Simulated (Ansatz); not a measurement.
Energies of structures of ZrSe$_{2}$ at several levels, each column relative to the first row (P-3m1, hP3, CdI2 type), in eV/atom. Geometries are relaxed with PBEsol (plane waves to 420 eV, PAW, scalar-relativistic; Ansatz, a first-principles code) unless a column says relaxed; all runs are Ansatz, PAW (cutoffs: HSE06 on this geometry 420 eV). Columns compare only within themselves.

```json
[
 {"structure": "P-3m1, hP3, CdI2 type", "PBEsol": "0.000", "HSE06 on this geometry": "0.00"},
 {"structure": "Pnnm, oP6, AFLOW prototype AB2_oP6_58_a_g (as in Fe2C)", "PBEsol": "+0.132", "HSE06 on this geometry": "+0.15"},
 {"structure": "P4₂/mnm, tP6, rutile type", "PBEsol": "+0.15", "HSE06 on this geometry": "+0.15"},
 {"structure": "Pn-3m, cP6, AFLOW prototype A2B_cP6_224_b_a (C3, as in Cu2O)", "PBEsol": "+0.539", "HSE06 on this geometry": "+0.51"}
]
```

At HSE06 on this geometry the lowest of those computed is still P-3m1, hP3, CdI2 type. HSE06 energies come from a coarser k-mesh.

 2 generated cells of layers, chains or molecules, poorly bound without dispersion, are left out. Each run could gain symmetry but not lose that of its start, so entries can be saddle points. From databases, or of a type measured for this composition: P-3m1, hP3, CdI2 type; the others are generated cells (placed on structure types, drawn at random, substituted or restacked) that were not matched to a known phase here. Static energies at zero pressure. No spin polarisation in the result. Without a van der Waals term the distances between weakly bound units are poorly fixed.
